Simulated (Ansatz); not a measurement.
Input:

Ge:
```xyz
1
Lattice="2.8317 0.0000 0.0000 -1.4159 2.4523 0.0000 0.0000 0.0000 2.6474" Properties=species:S:1:pos:R:3 pbc="T T T"
Ge     0.0000     0.0000     1.3237
```

This is the PBEsol-relaxed structure.

All from PBEsol in the plane-wave PAW code Ansatz, unless another level is named. Give the electronic character.

metallic (no gap).

Next, the density of states at the Fermi level?

0.40 states/eV per atom (mean over ±0.08 eV).

Predict the gap with spin–orbit coupling.

none (metallic).

Space group P6/mmm. The first step of the workflow began from a Materials Project structure, measured or hypothetical; the Crystallography Open Database copy checked does not list it. It is not the phase usual at ambient conditions (space group No. 227). Symmetry was held in the PBEsol relaxation; whether a distortion lowers the energy is not shown. Scalar-relativistic: spin–orbit coupling is off unless named, which matters more the heavier the elements.

Potentials: the later of the program's two PAW sets.
